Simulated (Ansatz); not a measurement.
Each is relaxed and computed with plane-wave PAW r²SCAN (Ansatz code). Which is the only one with a gap?
(A) V2InC, P6_3/mmc (V on 4f, In on 2d, C on 2a)
(B) YSi2, C2/c (Y on 4e, Si on 8f)
(C) V3Sb, A15 (Cr3Si type)
(D) VF3, C2/c (V on 4d, F on 8f, F on 4e)

D, VF3, C2/c (V on 4d, F on 8f, F on 4e). VF3: gap 0.57 eV (indirect); V3Sb: metal; YSi2: metal; V2InC: metal. Spin orders computed, not proven ground states: VF3, C2/c (V on 4d, F on 8f, F on 4e) ferromagnetic. Standing as an ambient phase not checked: VF3, C2/c (V on 4d, F on 8f, F on 4e); V3Sb, A15 (Cr3Si type); YSi2, C2/c (Y on 4e, Si on 8f); V2InC, P6_3/mmc (V on 4f, In on 2d, C on 2a). Began spin-polarised and lost the moments: V3Sb, A15 (Cr3Si type). All cells were relaxed under the symmetry of their starts (and spin orders); stability against distortions was not tested throughout. Rows with no word on spin ran without spin polarisation. No Hubbard U is applied. Scalar-relativistic: spin–orbit coupling is off unless named, which matters more the heavier the elements.

Potentials: the later of the program's two PAW sets.
